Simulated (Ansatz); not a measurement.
Input and command of a calculation in Ansatz (plane waves; scalar-relativistic PAW potentials unless the input names others):

```yaml
crystal:
  lattice:
    - [0.0, 3.7288633954, 3.7288633954]
    - [3.7288633954, 0.0, 3.7288633954]
    - [3.7288633954, 3.7288633954, 0.0]
  atoms:
    - { symbol: Zr, position: [0.5, 0.5, 0.5] }
    - { symbol: Zr, position: [0.75, 0.75, 0.75] }
    - { symbol: Ir, position: [0.125, 0.125, 0.125] }
    - { symbol: Ir, position: [0.625, 0.125, 0.125] }
    - { symbol: Ir, position: [0.125, 0.125, 0.625] }
    - { symbol: Ir, position: [0.125, 0.625, 0.125] }
basis:
  ecutwfc: 500
kpoints:
  mp_grid: { grid: [6, 6, 6] }
hamiltonian:
  xc: r2scan
scf:
  occupations: { method: gaussian, width: 0.1 }
output:
  forces: true
  eigenvalues: true
  stress: true
```

```bash
ansatz run input.yaml --threads 1 --pin off --max-ram 2560MiB --backend cpu --events-out ev --progress --plain --runs-dir out
```

Abridged log:
```
Basis set: ecut = 500 eV, 2685 PW (Γ), exchange–correlation on 160×160×160 points (64 copies of the dense FFT grid, shifted against one another)
Bands: 56, of which v1, the nominal top of the filled ones, is band 46 counted from 1 (45 counted from 0)
Symmetry: 48 space group operations
k-points: 16 of 216
SCF iter   1: F=—  HF=-56189.413141 eV  |F-HF|=—  |Δ(HF+E_count)|=         —  Δρ=2.17e-2  dr2=1.30e0  dr2_τ=2.58e-1  ethr=1.77e-3  ⟨swp⟩=4.9  Hψ=2815  notcnv=0  defer=1
SCF iter   2: F=—  HF=-56189.355321 eV  |F-HF|=—  |Δ(HF+E_count)|=   5.78e-2  Δρ=5.92e-3  dr2=2.32e-2  dr2_τ=6.59e-2  ethr=1.41e-3  ⟨swp⟩=2.0  Hψ=1158  notcnv=0  defer=40
SCF iter   3: F=—  HF=-56189.372533 eV  |F-HF|=—  |Δ(HF+E_count)|=   1.72e-2  Δρ=3.27e-3  dr2=1.33e-2  dr2_τ=5.28e-4  ethr=2.52e-5  ⟨swp⟩=2.0  Hψ=1513  notcnv=0  defer=40
SCF iter   4: F=—  HF=-56189.372936 eV  |F-HF|=—  |Δ(HF+E_count)|=   4.03e-4  Δρ=1.39e-3  dr2=1.50e-3  dr2_τ=1.12e-4  ethr=1.44e-5  ⟨swp⟩=1.8  Hψ=954  notcnv=0  defer=40
SCF iter   5: F=—  HF=-56189.373243 eV  |F-HF|=—  |Δ(HF+E_count)|=   3.07e-4  Δρ=4.02e-4  dr2=1.10e-4  dr2_τ=6.21e-6  ethr=1.63e-6  ⟨swp⟩=2.4  Hψ=1362  notcnv=0  defer=40
SCF iter   6: F=—  HF=-56189.373289 eV  |F-HF|=—  |Δ(HF+E_count)|=   4.59e-5  Δρ=7.68e-5  dr2=5.36e-6  dr2_τ=2.52e-7  ethr=1.20e-7  ⟨swp⟩=2.4  Hψ=1325  notcnv=0  defer=40
SCF iter   7: F=—  HF=-56189.373286 eV  |F-HF|=—  |Δ(HF+E_count)|=   2.55e-6  Δρ=8.86e-6  dr2=6.09e-8  dr2_τ=4.38e-9  ethr=1.09e-10  ⟨swp⟩=7.5  Hψ=4159  notcnv=0
SCF iter   8: F=-56189.373286 eV  HF=-56189.373286 eV  |F-HF|=7.64e-10  |Δ(HF+E_count)|=   7.29e-8  Δρ=1.99e-6  dr2=4.02e-9  dr2_τ=2.03e-10  ethr=6.62e-11  ⟨swp⟩=2.9  Hψ=2981  notcnv=0
SCF 1 converged in 8 iterations: F = -56189.373286 eV  dr2 = 4.02e-9
SCF converged after 8 iterations
Free energy (F): -56189.373286 eV
Harris-Foulkes:  -56189.373286 eV  (|F-HF|=7.64e-10)
Internal energy: -56189.345983 eV  (E = F + TS)
E sigma→0 (E₀):  -56189.359635 eV
Entropy (-TS):   -0.027303 eV (-4.551 meV/atom)
Fermi energy:    20.197834 eV
--- Forces (eV/Å), atoms counted from 1 ---
  atom   1  Zr     0.00000000     0.00000000     0.00000000
  atom   2  Zr     0.00000000     0.00000000     0.00000000
  atom   3  Ir     0.00000000     0.00000000     0.00000000
  atom   4  Ir     0.00000000     0.00000000     0.00000000
  atom   5  Ir     0.00000000     0.00000000     0.00000000
  atom   6  Ir     0.00000000     0.00000000     0.00000000
--- Stress (GPa, compression-positive) ---
       -7.339991       0.000000       0.000000
        0.000000      -7.339991       0.000000
        0.000000       0.000000      -7.339991
  P = ⅓ Tr σ = -7.3400 GPa (-73.400 kbar)
```

Apart from outputs and empty bands, the input differs from a reference run on usual settings in kpoints.mp_grid.grid: [8, 8, 8] → [6, 6, 6]. The reference, at the same geometry (not necessarily relaxed), gave pressure -7.30 GPa, largest force 0.000 eV/Å, no gap on the mesh. This run converged in 8 SCF iterations (reference: 8) with an energy at zero smearing 2.38 meV/atom below the reference's, pressure -7.34 GPa, largest force 0.000 eV/Å, no gap on the mesh. Its k mesh is looser than usual, and the result moved.